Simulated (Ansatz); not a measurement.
Relaxed-ion elastic tensor of AlP (zinc blende, F-43m) in GPa (Voigt order), DFT-PBE in the program Ansatz with PAW potentials; density 2.30 g/cm³, 20.88 Å³ per atom.

|  | 1 | 2 | 3 | 4 | 5 | 6 |
|---|---|---|---|---|---|---|
| 1 | 126 | 61.3 | 61.3 | 0.0 | 0.0 | 0.0 |
| 2 | 61.3 | 126 | 61.3 | 0.0 | 0.0 | 0.0 |
| 3 | 61.3 | 61.3 | 126 | 0.0 | 0.0 | 0.0 |
| 4 | 0.0 | 0.0 | 0.0 | 60.5 | 0.0 | 0.0 |
| 5 | 0.0 | 0.0 | 0.0 | 0.0 | 60.5 | 0.0 |
| 6 | 0.0 | 0.0 | 0.0 | 0.0 | 0.0 | 60.5 |

**Question.** Is the crystal mechanically stable?

**Answer.** Yes: the smallest eigenvalue of C is 60.5 GPa.

**Question.** Work out the Voigt, Reuss and Hill averages.

**Answer.** K_V = 82.7, K_R = 82.7, K_H = 82.7; G_V = 49.2, G_R = 44.7, G_H = 47.0 GPa.

**Question.** Give Young's modulus, Poisson's ratio, Pugh's ratio and the universal anisotropy index.

**Answer.** E = 9KG/(3K + G) = 118 GPa; ν = 0.26; K/G = 1.76 (near the Pugh limit of 1.75, no verdict); A_U = 5G_V/G_R + K_V/K_R − 6 = 0.50.

**Question.** Estimate the sound speeds and the Debye temperature.

**Answer.** v_l = √((K + 4G/3)/ρ) = 7940 m/s, v_t = √(G/ρ) = 4510 m/s, mean 5020 m/s; Θ = (h/k)(3n/4πV)^(1/3) v_m = 543 K.

**Question.** Give the Zener ratio and Young's modulus along [100], [110] and [111].

**Answer.** A = 2C44/(C11 − C12) = 1.88; 1/E = S11 − 2(S11 − S12 − S44/2)Γ with Γ = 0, 1/4, 1/3 gives 85.3, 124, 146 GPa.

**Question.** Solve the Christoffel equation for the three sound speeds along [100], [110], [111].

**Answer.** Eigenvalues of C_ijkl n_j n_l equal ρv² (piezoelectric stiffening left out). In km/s, slowest first: [100] 5.13, 5.13, 7.38; [110] 3.73, 5.13, 8.17; [111] 4.25, 4.25, 8.42.

The PBE relaxation kept the symmetry of its start; phonons on a q-mesh show no instability.

Potentials: the later of the program's two PAW sets.
